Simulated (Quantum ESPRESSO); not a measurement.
## TiRuCu2Al4 (a curve over strain)

A calculation, not a measurement. The program is pw.x of Quantum ESPRESSO 7.5 (plane-wave density functional theory). The cell is made up: eight metal atoms on a hexagonal close-packed lattice, with elements, volume, strain and displacements drawn at random and not relaxed, so it may be unstable or far from any real phase. PseudoDojo standard norm-conserving files set the functional (PBE unless stated); there is no spin polarisation or spin-orbit coupling, the Fermi-Dirac width of 0.25 eV means electrons at about 2900 K, and the masses in the input are unused placeholders. The copper pseudopotential is less sure than most, with forces differing by about three percent and pressure by about two GPa from a second method on plain copper. A spin test at this wide smearing found no moment, but such smearing suppresses magnetism that the real alloy may have.

Seven runs add a strain to one cell (biaxial xx and yy); the atoms follow the cell and are not relaxed. Stress in the table is positive in tension.

Input of the run at +0.0003:

```
&control calculation='scf', pseudo_dir='./dojo.nc.sr.pbe.v0_5.standard.upf', outdir='./o', disk_io='medium', tprnfor=.true., tstress=.true. /
&system ibrav=0, nat=8, ntyp=4, nbnd=49, ecutwfc=92.02030273, nosym=.true., tot_charge=0,
 occupations='smearing', smearing='fd', degauss=0.0183746611
/
&electrons conv_thr=1.470e-08, electron_maxstep=70, mixing_beta=0.5 /
ATOMIC_SPECIES
Al 1.0 Al.upf
Cu 1.0 Cu.upf
Ru 1.0 Ru.upf
Ti 1.0 Ti.upf
CELL_PARAMETERS angstrom
-0.0319 0.0017 -4.5646
-0.0536 4.8103 -0.0018
5.6155 -0.0619 0.0391
ATOMIC_POSITIONS angstrom
Ti -0.021 0.0581 -0.0429
Ru 2.8098 -0.0393 -0.0066
Cu 1.3375 2.3568 0.0085
Al 4.1538 2.3456 -0.0226
Al -0.1062 1.6381 -2.2631
Al 2.7607 1.621 -2.3025
Al 1.2861 3.9726 -2.2383
Cu 4.1668 4.0245 -2.2526
K_POINTS automatic
5 5 4 1 1 1
```

| added strain | free energy less that of the input shown (eV) | stress xx (GPa) | stress yy (GPa) | stress zz (GPa) | stress xy (GPa) | pressure (GPa) | iterations |
| --- | --- | --- | --- | --- | --- | --- | --- |
| -0.0124 | -0.1057 | 5.71 | 2.02 | 6.71 | -0.22 | -4.81 | 15 |
| -0.0065 | -0.0643 | 7.01 | 3.72 | 7.52 | -0.19 | -6.08 | 16 |
| +0.0003 | 0.0000 | 8.41 | 5.54 | 8.42 | -0.16 | -7.46 | 16 |
| +0.0062 | 0.0693 | 9.52 | 6.99 | 9.16 | -0.13 | -8.56 | 16 |
| +0.0163 | 0.2149 | 11.26 | 9.22 | 10.34 | -0.08 | -10.27 | 16 |
| +0.0249 | 0.3631 | 12.53 | 10.85 | 11.25 | -0.03 | -11.54 | 16 |

Question: one run is left out of the table, at +0.0188. Estimate its stress xx (GPa).

Answer: 11.64. The whole row:

```
added strain  free energy less that of the input shown (eV)  stress xx (GPa)  stress yy (GPa)  stress zz (GPa)  stress xy (GPa)  pressure (GPa)  iterations
     +0.0188                                         0.2557            11.64             9.71            10.62            -0.06          -10.66          16
```

A cubic fit gives a slope of stress xx against the added strain of 198 GPa at zero added strain, with the atoms clamped. Across the table the energy follows the integral of volume times stress to 0.6 meV. A rerun of one of the cells at a higher cutoff and on a denser mesh moved values by no more than 0.016 eV in energy, 0.14 GPa in stress and 0.012 eV/Å in force, and a second program with other atomic files agreed on that cell to 2 % rms in force and 0.5 GPa in pressure.